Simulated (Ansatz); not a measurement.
Q: C in space group Fd-3m (No. 227; C on 32e) is relaxed with PBE (plane waves, PAW; program Ansatz). What lattice parameters of the conventional cell result?

A: a = 7.514 Å.

Q: Give the free coordinates with the occupied sites.

A: In one choice of origin and axes:

```json
[
 {"atom": "C", "site": "32e", "symmetry": ".3m", "x": "0.0705", "y": "0.0705", "z": "0.0705"}
]
```

Q: Is it a metal or does it have a gap at this level?

A: A gap of 2.28 eV, direct.

The start of the workflow was typed in or built on a structure type. Its sites differ from those of the usual phase in this space group: another stacking or structure type. Symmetry was held in the PBE relaxation; whether a distortion lowers the energy is not shown.

Potentials: the earlier of the program's two PAW sets.
